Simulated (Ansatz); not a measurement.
Starting structure of a cell relaxation (symmetry kept):

```yaml
crystal:
  lattice:
    - [3.14917, 0.00000, 0.00000]
    - [-1.57458, 2.72726, 0.00000]
    - [0.00000, 0.00000, 12.08985]
  atoms:
    - { symbol: Mo, position: [0.33333, 0.66667, 0.25000] }
    - { symbol: Mo, position: [0.66667, 0.33333, 0.75000] }
    - { symbol: S, position: [0.33333, 0.66667, 0.62049] }
    - { symbol: S, position: [0.66667, 0.33333, 0.12049] }
    - { symbol: S, position: [0.33333, 0.66667, 0.87951] }
    - { symbol: S, position: [0.66667, 0.33333, 0.37951] }
```

These are results of DFT PBE, scalar-relativistic, plane waves, PAW in Ansatz 0.2.0, not measurements.

Settings: cutoff 420 eV, Γ-centred mesh 12×12×4 on the computed 6-atom cell, Gaussian smearing of 0.02 eV; no spin polarisation.

**Question.** What does it relax to?

**Answer.** The volume rises by 4.23 Å³/atom to 21.54 Å³/atom, and the energy falls by 28.2 meV/atom. Final structure:
```xyz
6
Lattice="3.1852 0.0000 0.0000 -1.5926 2.7585 0.0000 0.0000 0.0000 14.7071" Properties=species:S:1:pos:R:3 pbc="T T T"
Mo    0.0000    1.8390    3.6768
Mo    1.5926    0.9195   11.0303
S     0.0000    1.8390    9.4678
S     1.5926    0.9195    2.1142
S     0.0000    1.8390   12.5929
S     1.5926    0.9195    5.2393
```

Course of the relaxation (steps run on the plane waves of an earlier cell, and the basis is chosen afresh near the end, so energy and pressure can step there; trial steps that raised the energy were taken back; energies are free energies):

```csv
step,E − E_final (meV/atom),largest force component (eV/Å),P (GPa),V (Å³/atom)
1,28.2,0.003,4.19,17.31
2,15.3,0.362,0.07,19.08
3,5.0,0.087,0.70,19.09
4,3.2,0.022,0.52,19.44
5,2.3,0.013,0.22,19.94
6,2.2,0.020,-0.10,20.13
7,2.2,0.004,0.02,20.19
8,0.9,0.003,0.12,20.19
9,0.5,0.015,0.12,20.55
10,0.2,0.029,0.19,21.10
11,0.2,0.001,0.01,21.27
12,0.2,0.013,0.02,21.54
13,0.2,0.003,0.04,21.56
14,0.2,0.000,0.00,21.54
15,0.0,0.000,0.00,21.54
```

The cell holds layers, and where no dispersion correction was added their binding is poorly described.